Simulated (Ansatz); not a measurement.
## Data sheet: Ru (DFT)

Ru:
Space group Im-3m (No. 229); a = b = c = 3.0327 Å, α = β = γ = 90.00°

| atom | site | symmetry | x | y | z |
|---|---|---|---|---|---|
| Ru | 2a | m-3m | 0.0000 | 0.0000 | 0.0000 |
(The calculation used a cell of 1 atom; values per cell refer to that cell.)

Space group Im-3m (No. 229), bcc (W type); conventional cell a = 3.033 Å, b = 3.033 Å, c = 3.033 Å, α = 90.00°, β = 90.00°, γ = 90.00°.

Method: DFT-r²SCAN in the program Ansatz with PAW potentials. Geometry: relaxed at this level of theory. Other levels are named where they apply.

**Cell and energy**

| Quantity | Value |
|---|---|
| Volume per atom | 13.95 Å³ |
| Density | 12.03 g/cm³ |

**Electronic structure**

| Property | Value |
|---|---|
| Electronic character | metallic (no gap) |
| Density of states at the Fermi level | 1.9 states/eV per atom (mean over ±0.08 eV) |
| Gap with spin–orbit coupling | none (metallic) |

**Mechanics**

| Quantity | Value |
|---|---|
| Bulk modulus (Birch–Murnaghan fit) | 305 GPa |
| Pressure derivative B′ | 4.8 |
| Elastic constants (relaxed ions, GPa) | C11 = 51.3, C12 = 432, C44 = 182 |
| Mechanical stability | unstable (C has a negative eigenvalue) |

The start of the workflow was typed in or built on a structure type; neither database checked (COD, Materials Project) lists it. It is not the phase usual at ambient conditions (space group No. 194). Symmetry was held in the r²SCAN relaxation. The run is not spin-polarised. As this level gives no gap, shear constants depend on the k-mesh and smearing (Fermi–Dirac, 0.1 eV here). On the denser mesh and wider smearing of the elastic run this cell carries a stress of 0.5 GPa. Spin–orbit coupling is left out wherever it is not named.

Potentials: the earlier of the program's two PAW sets.
